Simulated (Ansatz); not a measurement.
The elements of this relaxed trial crystal are hidden behind letters.

```
lattice vectors (Å)
   5.5711    0.0000    0.0000
   0.0000    5.5711    0.0000
   0.0000    0.0000    5.5711
fractional positions
X 0.2500 0.2500 0.2500
X 0.7500 0.7500 0.2500
X 0.2500 0.7500 0.7500
X 0.7500 0.2500 0.7500
Z 0.0000 0.0000 0.0000
Z 0.5000 0.5000 0.5000
```

These are results of DFT PBE, scalar-relativistic, plane waves, PAW, and for the lanthanide a 4f-in-core norm-conserving potential, in Ansatz, not measurements. Settings of the last relaxation (6-atom cell): 660 eV, 8×8×8 k points, Gaussian smearing of 0.10 eV, no spin polarisation.

- Space group: Pn-3m (No. 224)
- Conventional cell: a = 5.571 Å
- Volume per atom: 28.82 Å³
- Density: 5.78 g/cm³
- Energy over the elements: −1.69 eV/atom
- Gap on the 8×8×8 mesh of the 6-atom cell: 0 eV (a metal)

Energies are uncorrected and count from the elements' standard states at the same level.

Q: X is a lanthanide and Z is a p-block element of period 2. Which elements are they?

A: X = Pr, Z = F, so the formula is Pr2F, here in the cuprite type. Density times volume gives a mean mass of 5.78 × 28.82/1.6605 = 100.3 u per atom, and this set has 100.3 u. Around Pr lie 2 F at 2.41 Å and 12 Pr at 3.94 Å; F is surrounded by 4 Pr at 2.41 Å. Other sets within the hints have nearly the same mass, so mass alone doesn't settle it; this one was computed.

Symmetry constrained the relaxation, so the result can be a saddle point.

The lanthanide is trivalent by construction, without f bands, f moments or other valences. The reference runs of the other elements, and any phases without the lanthanide, used 420 eV, which shifts energies against them by under 10 meV/atom. The lanthanide's reference is the lowest of its hcp, dhcp and fcc cells.
